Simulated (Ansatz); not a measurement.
Ge2Mo:
Space group Pnma (No. 62); a = 6.3213 Å, b = 3.4342 Å, c = 8.5491 Å, α = β = γ = 90.00°

```json
[
 {"atom": "Ge", "site": "4c", "symmetry": ".m.", "x": "0.3641", "y": "0.2500", "z": "0.4590"},
 {"atom": "Mo", "site": "4c", "symmetry": ".m.", "x": "0.2494", "y": "0.2500", "z": "0.1713"},
 {"atom": "Ge", "site": "4c", "symmetry": ".m.", "x": "0.0617", "y": "0.7500", "z": "0.3677"}
]
```

Relaxed with PBEsol.

Task: Which orbitals make up the states near the Fermi level in plane-wave PAW PBEsol (Ansatz code)?

Result: Within 0.5 eV of the Fermi level: Mo 4d 82 %, Ge 4p 14 %. Projections are on Löwdin-orthogonalised atomic valence shells; empty p or d shells of many metals are not among them.

Task: Tabulate the density of states.

Result: States/eV per cell of 12 atoms, in 0.25 eV bins, energy from the Fermi level.

```csv
E (eV),total,Mo 4d,Ge 4p,Ge 4s
-7.85,2.02,0.45,0.29,1.23
-7.60,0.98,0.21,0.21,0.54
-7.35,1.23,0.26,0.28,0.65
-7.10,2.54,0.47,0.69,1.23
-6.85,2.82,0.55,0.71,1.42
-6.60,1.99,0.49,0.50,0.93
-6.35,1.16,0.32,0.24,0.56
-6.10,0.34,0.10,0.13,0.10
-5.85,1.24,0.31,0.83,0.04
-5.60,2.46,0.59,1.64,0.12
-5.35,4.40,1.04,2.86,0.28
-5.10,5.15,1.31,3.13,0.41
-4.85,5.37,1.39,3.13,0.51
-4.60,4.19,1.18,2.39,0.37
-4.35,3.43,1.05,1.91,0.29
-4.10,5.46,1.83,2.85,0.47
-3.85,5.41,1.91,2.77,0.45
-3.60,6.06,2.28,3.06,0.43
-3.35,7.20,2.93,3.51,0.45
-3.10,6.93,3.20,3.13,0.33
-2.85,9.44,4.73,4.07,0.34
-2.60,11.27,5.67,4.97,0.31
-2.35,11.32,6.03,4.76,0.26
-2.10,11.71,6.53,4.70,0.22
-1.85,10.16,6.21,3.54,0.19
-1.60,10.66,6.27,3.89,0.23
-1.35,10.76,6.35,3.80,0.29
-1.10,10.70,6.84,3.25,0.29
-0.85,7.93,5.82,1.73,0.16
-0.60,3.92,3.10,0.66,0.06
-0.35,3.09,2.61,0.37,0.04
-0.10,1.76,1.55,0.17,0.02
0.15,1.07,0.84,0.19,0.02
0.40,1.47,1.06,0.32,0.05
0.65,2.30,1.62,0.52,0.10
0.90,4.34,3.02,0.93,0.26
1.15,8.09,5.55,1.59,0.70
1.40,11.80,7.93,2.13,1.36
1.65,8.37,5.21,1.69,1.16
1.90,9.36,5.26,2.17,1.54
2.15,9.69,5.23,2.60,1.43
2.40,5.36,2.47,1.72,0.90
2.65,3.84,1.59,1.31,0.73
2.90,7.25,2.79,2.60,1.41
3.15,6.76,2.41,2.40,1.50
3.40,6.97,2.34,2.79,1.34
3.65,6.61,2.13,2.75,1.17
3.90,3.90,1.17,1.87,0.51
4.15,6.22,1.74,3.08,0.63
4.40,7.63,1.91,4.00,0.60
4.65,7.72,1.75,4.00,0.46
```

The workflow started from an entry of the Crystallography Open Database (COD). Whether it is the stable phase at ambient conditions was not checked. The PBEsol relaxation kept the symmetry of its start; its stability against distortions is not shown here. No spin polarisation was allowed. Scalar-relativistic: spin–orbit coupling is off unless named, which matters more the heavier the elements.

Potentials: the later of the program's two PAW sets.
